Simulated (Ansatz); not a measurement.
# TaTe (rocksalt structure)

Method: PBE with spin–orbit coupling; two-component spinors; PAW, 420 eV, Γ-centred 10×10×10 mesh, 0.05 eV Gaussian smearing; code Ansatz; PAW files: Ansatz's generated set soft_2.

```
Ta Te
1.0
     0.00000    2.84795    2.84795
     2.84795    0.00000    2.84795
     2.84795    2.84795    0.00000
Ta Te
1 1
Direct
  0.50000 0.50000 0.50000
  0.00000 0.00000 0.00000
```

The structure was built from a prototype; whether the compound forms in it isn't claimed.

Starting moments: Ta 2.0 μB on each such atom, all parallel. Spin axis [001] (Cartesian).

The run ends ferromagnetic, with site spin moments Ta 0.12 μB.

The pressure at this geometry is 0.3 GPa.

**Question.** Which orbitals carry the states at the Fermi level, and how many states are there?

**Answer.** Within 0.1 eV of it: Ta 5d 81 %, Ta 6s 11 % (shares among the projected shells). The Fermi level sits on a steep edge: the density of states is 2.6, 3.3 and 4.1 states/eV per cell at −0.1, 0 and +0.1 eV.

Density of states (tetrahedra, averaged over 0.5 eV; states/eV per cell of 2 atoms; energy in eV from the Fermi level; projections on Löwdin-orthogonalised atomic orbitals, summed over sites):

```csv
E,total,Ta 5d,Te 5p,Ta 6s,Te 5s
-5.60,0.66,0.13,0.46,0.03,0.02
-5.10,1.98,0.56,1.33,0.03,0.02
-4.60,3.11,1.11,1.92,0.03,0.01
-4.10,1.61,0.54,1.02,0.01,0.01
-3.60,0.77,0.26,0.49,0.00,0.00
-3.10,0.28,0.11,0.17,0.00,0.00
-2.60,0.18,0.11,0.06,0.00,0.00
-2.10,0.35,0.27,0.06,0.01,0.00
-1.60,0.73,0.59,0.09,0.02,0.01
-1.10,1.19,0.98,0.09,0.05,0.01
-0.60,1.84,1.52,0.10,0.12,0.02
-0.10,2.75,2.18,0.14,0.27,0.05
0.40,4.39,3.55,0.20,0.43,0.08
0.90,1.90,1.48,0.19,0.14,0.04
1.40,2.11,1.53,0.36,0.08,0.04
1.90,1.48,0.85,0.29,0.09,0.07
```

So small a moment in a metal hangs on mesh and smearing, and semilocal functionals can overstate it, so the real crystal may have none. Site moments are of spin, integrated over Gaussian weights of 0.5 Å, which gives about a tenth less on f atoms than spheres do.
